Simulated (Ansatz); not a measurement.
Given:

NbN (rock salt), conventional cell a = b = c = 4.421 Å, α = β = γ = 90.00°. The calculation uses the primitive cell of 2 atoms, to which meshes and values per cell refer.

E(V) scan at fixed shape, V₀ the volume above. Symmetry pins the atoms to their sites.

Level of theory: PBE (plane waves to 420 eV, PAW, scalar-relativistic; Ansatz, an electronic-structure program). k mesh 18×18×18 (Γ-centred), Fermi-Dirac smearing 0.05 eV. Energies are smeared free energies. Compression counts positive. NbN is run without spin polarisation. NbN was relaxed with its symmetry unable to fall. The PAW data are Ansatz's earlier set. This is a high-temperature form of NbN. ΔE is measured from the relaxed starting cell.

The scan covers V/V₀ from 0.840 to 1.160 in 13 points.

What pressure does the cell carry at V/V₀ = 0.840?

78.4 GPa.

What is ΔE at V/V₀ = 0.840?

362 meV/atom.

What is ΔE at V/V₀ = 1.160?

202 meV/atom.

(A scan under strain: stresses follow from slopes of the energy per volume, elastic moduli from its curvatures.)
